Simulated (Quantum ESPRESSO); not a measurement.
# W5Zr2Ti: input and log of a self-consistent run

Computed values, not a measurement. The program is pw.x of Quantum ESPRESSO 7.5 (plane-wave density functional theory). The cell is made up: eight metal atoms on a face-centred cubic lattice, with elements, volume, strain and displacements drawn at random and not relaxed, so it may be unstable or far from any real phase. PseudoDojo standard norm-conserving files set the functional (PBE unless stated); there is no spin polarisation or spin-orbit coupling, the Fermi-Dirac width of 0.25 eV means electrons at about 2900 K, and the masses in the input are unused placeholders. Heavy elements are run without spin-orbit coupling, which real alloys of them have. A spin test at this wide smearing found no moment, but such smearing suppresses magnetism that the real alloy may have.

Input:

```
&control calculation='scf', pseudo_dir='./dojo.nc.sr.pbe.v0_5.standard.upf', outdir='./o', disk_io='minimal', tprnfor=.true., tstress=.true. /
&system ibrav=0, nat=8, ntyp=3, nbnd=71, ecutwfc=84.00895049, nosym=.true., tot_charge=0,
 occupations='smearing', smearing='fd', degauss=0.0183746611
/
&electrons conv_thr=1.470e-08, electron_maxstep=70, mixing_beta=0.5 /
ATOMIC_SPECIES
Ti 1.0 Ti.upf
W 1.0 W.upf
Zr 1.0 Zr.upf
CELL_PARAMETERS angstrom
0.01 2.0618 1.9812
-3.9871 2.0798 -2.0192
-3.9875 -6.2798 6.018
ATOMIC_POSITIONS angstrom
W -0.0956 0.0031 0.0156
W -4.0462 -4.1506 4.0515
Zr -4.0369 -2.1565 1.9822
W -3.9816 0.0488 -0.0044
W -2.0004 -2.1192 3.9774
Zr -1.9608 -0.0778 1.9115
W -2.0057 2.1071 0.011
Ti -5.9113 -2.0848 3.9245
K_POINTS automatic
8 5 3 1 1 1
```

The log is shortened where brackets say so; the opening notice, blank lines, dates and the lines on written files are dropped, and the path of the files is cut. It prints rydbergs, bohrs and kilobars, and counts compression as positive stress. Its total energy is the free energy E - TS of the whole cell.

```
     Program PWSCF v.7.5
     Parallel version (MPI & OpenMP), running on       4 processor cores
     Number of MPI processes:                 4
     Threads/MPI process:                     1
     [start-up lines left out]
     bravais-lattice index     =            0
     lattice parameter (alat)  =       5.4035  a.u.
     unit-cell volume          =     891.5009 (a.u.)^3
     number of atoms/cell      =            8
     number of atomic types    =            3
     number of electrons       =       106.00
     number of Kohn-Sham states=           71
     kinetic-energy cutoff     =      84.0090  Ry
     charge density cutoff     =     336.0358  Ry
     scf convergence threshold =      1.5E-08
     mixing beta               =       0.5000
     number of iterations used =            8  plain     mixing
     Exchange-correlation= PBE
                           (   1   4   3   4   0   0   0)
     [axes and pseudopotential details left out]
   Cartesian axes
     site n.     atom                  positions (alat units)
         1        W      tau(   1) = (  -0.0334334   0.0010841   0.0054557  )
         2        W      tau(   2) = (  -1.4150431  -1.4515540   1.4168966  )
         3        Zr     tau(   3) = (  -1.4117907  -0.7541744   0.6932179  )
         4        W      tau(   4) = (  -1.3924511   0.0170664  -0.0015388  )
         5        W      tau(   5) = (  -0.6995829  -0.7411298   1.3909822  )
         6        Zr     tau(   6) = (  -0.6857339  -0.0272083   0.6684926  )
         7        W      tau(   7) = (  -0.7014364   0.7368981   0.0038469  )
         8        Ti     tau(   8) = (  -2.0673086  -0.7290994   1.3724820  )
     number of k points=    60  Fermi-Dirac smearing, width (Ry)=  0.0184
                       cart. coord. in units 2pi/alat
        k(    1) = (  -0.0838908   0.0321580   0.0571620), wk =   0.0333333
        k(    2) = (   0.0356414   0.1458513  -0.0617601), wk =   0.0333333
     [further k points left out]
     Dense  grid:    92735 G-vectors     FFT dimensions: (  32,  60, 108)
     Estimated max dynamical RAM per process >     359.23 MB
     Estimated total dynamical RAM >       1.34 GB
     Initial potential from superposition of free atoms
     starting charge     105.9911, renormalised to     106.0000
     Starting wfcs are   80 randomized atomic wfcs
     total cpu time spent up to now is        6.9 secs
     per-process dynamical memory:   292.6 Mb
     Self-consistent Calculation
     iteration #  1     ecut=    84.01 Ry     beta= 0.50
     Davidson diagonalization with overlap
     ethr =  1.00E-02,  avg # of iterations =  2.6
     total cpu time spent up to now is       23.2 secs
     total energy              =   -1078.38556356 Ry
     estimated scf accuracy    <       1.70236244 Ry
     iteration #  2     ecut=    84.01 Ry     beta= 0.50
     Davidson diagonalization with overlap
     ethr =  1.61E-03,  avg # of iterations =  8.2
     total cpu time spent up to now is       48.4 secs
     total energy              =   -1074.67362965 Ry
     estimated scf accuracy    <     111.99100771 Ry
     iteration #  3     ecut=    84.01 Ry     beta= 0.50
     Davidson diagonalization with overlap
     ethr =  1.61E-03,  avg # of iterations =  6.3
     total cpu time spent up to now is       68.8 secs
     total energy              =   -1079.09082138 Ry
     estimated scf accuracy    <       4.34024794 Ry
     iteration #  4     ecut=    84.01 Ry     beta= 0.50
     Davidson diagonalization with overlap
     ethr =  1.61E-03,  avg # of iterations =  2.2
     total cpu time spent up to now is       83.1 secs
     total energy              =   -1079.25377619 Ry
     estimated scf accuracy    <       4.94587677 Ry
     iteration #  5     ecut=    84.01 Ry     beta= 0.50
     Davidson diagonalization with overlap
     ethr =  1.61E-03,  avg # of iterations =  1.1
     total cpu time spent up to now is       96.0 secs
     total energy              =   -1079.43736061 Ry
     estimated scf accuracy    <       0.10841385 Ry
     [iterations 6 to 15 left out]
     iteration # 16     ecut=    84.01 Ry     beta= 0.50
     Davidson diagonalization with overlap
     ethr =  4.01E-08,  avg # of iterations =  1.0
     total cpu time spent up to now is      264.5 secs
     total energy              =   -1079.46014018 Ry
     estimated scf accuracy    <       0.00000062 Ry
     iteration # 17     ecut=    84.01 Ry     beta= 0.50
     Davidson diagonalization with overlap
     ethr =  5.87E-10,  avg # of iterations =  5.9
     total cpu time spent up to now is      283.6 secs
     total energy              =   -1079.46014031 Ry
     estimated scf accuracy    <       0.00000025 Ry
     iteration # 18     ecut=    84.01 Ry     beta= 0.50
     Davidson diagonalization with overlap
     ethr =  2.35E-10,  avg # of iterations =  2.0
     total cpu time spent up to now is      298.0 secs
     total energy              =   -1079.46014034 Ry
     estimated scf accuracy    <       0.00000016 Ry
     iteration # 19     ecut=    84.01 Ry     beta= 0.50
     Davidson diagonalization with overlap
     ethr =  1.46E-10,  avg # of iterations =  2.0
     total cpu time spent up to now is      311.6 secs
     total energy              =   -1079.46014034 Ry
     estimated scf accuracy    <       0.00000013 Ry
     iteration # 20     ecut=    84.01 Ry     beta= 0.50
     Davidson diagonalization with overlap
     ethr =  1.27E-10,  avg # of iterations =  1.0
     total cpu time spent up to now is      324.3 secs
     End of self-consistent calculation
     [lines on levels left out]
!    total energy              =   -1079.46014036 Ry
     estimated scf accuracy    <          3.9E-09 Ry
     smearing contrib. (-TS)   =      -0.14084519 Ry
     internal energy E=F+TS    =   -1079.31929516 Ry
     The total energy is F=E-TS. E is the sum of the following terms:
     one-electron contribution =    -143.66247758 Ry
     hartree contribution      =     131.35416162 Ry
     xc contribution           =    -223.89210818 Ry
     ewald contribution        =    -843.11887102 Ry
     convergence has been achieved in  20 iterations
     Forces acting on atoms (cartesian axes, Ry/au):
     atom    1 type  2   force =     0.09286719    0.03911104   -0.04548534
     atom    2 type  2   force =     0.01786082   -0.02833390    0.02335414
     atom    3 type  3   force =     0.00757307    0.00674924   -0.01768709
     atom    4 type  2   force =    -0.00524022   -0.02097036    0.00263654
     atom    5 type  2   force =     0.00201683   -0.01181196    0.01412384
     atom    6 type  3   force =    -0.01658883    0.00283303    0.01216193
     atom    7 type  2   force =    -0.01777968    0.04343202   -0.03048022
     atom    8 type  1   force =    -0.08070918   -0.03100910    0.04137620
     Total force =     0.166953     Total SCF correction =     0.000162
     Computing stress (Cartesian axis) and pressure
          total   stress  (Ry/bohr**3)                   (kbar)     P=      181.58
   0.00106316  -0.00003786   0.00005863          156.40       -5.57        8.63
  -0.00003786   0.00159073  -0.00007109           -5.57      234.00      -10.46
   0.00005863  -0.00007109   0.00104922            8.63      -10.46      154.35
     init_run     :      6.51s CPU      6.73s WALL (       1 calls)
     electrons    :    311.57s CPU    317.36s WALL (       1 calls)
     forces       :      2.42s CPU      2.45s WALL (       1 calls)
     stress       :      8.17s CPU      8.38s WALL (       1 calls)
     [timing details left out]
     PWSCF        :   5m28.90s CPU   5m35.21s WALL
     JOB DONE.
```

In other units: free energy -14686.803 eV for the cell, pressure 18.16 GPa, largest force component 2.388 eV/Å in size. The run took 337 s of wall time with four MPI processes on a shared machine (Intel Xeon, 2023 or later, virtual cores), so the time is rough. A rerun of this cell at a higher cutoff and on a denser mesh moved values by no more than 0.007 eV in energy, 0.03 GPa in stress and 0.007 eV/Å in force, and a second program with other atomic files agreed on that cell to 2 % rms in force and 0.5 GPa in pressure.